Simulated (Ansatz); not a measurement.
A geometry of TiO2 away from equilibrium: step 2 of the relaxation of a relaxed TiO2 cell stretched uniformly to 130 % of its volume. These are PBEsol (plane waves to 420 eV, PAW, scalar-relativistic; Ansatz, an electronic-structure program) values and carry that method's errors. Γ-centred k-mesh 8×8×8 on the run's cell (coarser than for final values), Fermi–Dirac smearing 0.05 eV. The plane waves were selected for a different cell earlier on the path.

```
CELL_PARAMETERS angstrom
     -1.95716     1.95716     4.97967
      1.95716    -1.95716     4.97967
      1.95716     1.95716    -4.97967
ATOMIC_POSITIONS crystal
  Ti 0.50000 0.50000 0.00000
  Ti 0.25000 0.75000 0.50000
  O  0.29496 0.29496 0.00000
  O  0.04496 0.54496 0.50000
  O  0.45504 0.95504 0.50000
  O  0.70504 0.70504 0.00000
```

Problem. Give the Cartesian forces on all atoms (eV/Å).

Solution. 
| atom | Fx | Fy | Fz |
|---|---|---|---|
| Ti1 | 0.00 | 0.00 | 0.00 |
| Ti2 | 0.00 | 0.00 | 0.00 |
| O3 | 0.00 | 0.00 | 0.33 |
| O4 | 0.00 | 0.00 | 0.33 |
| O5 | 0.00 | 0.00 | -0.33 |
| O6 | 0.00 | 0.00 | -0.33 |

The path ends in I4₁/amd (No. 141) (anatase type). No spin polarisation in the result.

The run could not lose the symmetry of its start.
